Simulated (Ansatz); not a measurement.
The calculation used DFT, BLYP, plane waves (420 eV) with PAW, scalar-relativistic in Ansatz. The PAW files were generated under PBE, with cores re-solved for the functional.

An element in the fcc structure gives this curve. The cell is scaled uniformly from the relaxed one, with fractional coordinates and shape fixed. Energies are extrapolated to zero smearing, pressures are those at the given smearing. Magnetic state: spin not included.

```json
{"V (Å³/atom)": "7.236", "E − E₀ (meV/atom)": "51.5", "P (GPa)": "18.72"}
{"V (Å³/atom)": "7.565", "E − E₀ (meV/atom)": "21.2", "P (GPa)": "11.27"}
{"V (Å³/atom)": "7.894", "E − E₀ (meV/atom)": "4.7", "P (GPa)": "5.07"}
{"V (Å³/atom)": "8.223", "E − E₀ (meV/atom)": "0.0", "P (GPa)": "-0.12"}
{"V (Å³/atom)": "8.551", "E − E₀ (meV/atom)": "5.0", "P (GPa)": "-4.40"}
{"V (Å³/atom)": "8.880", "E − E₀ (meV/atom)": "18.2", "P (GPa)": "-7.97"}
{"V (Å³/atom)": "9.209", "E − E₀ (meV/atom)": "38.2", "P (GPa)": "-10.96"}
```

Problem. Which element is it?
A. cobalt
B. ruthenium
C. vanadium
D. carbon

Solution. D. Its fit is V₀ = 8.21 Å³/atom, B₀ = 119 GPa, B₀′ = 3.4.
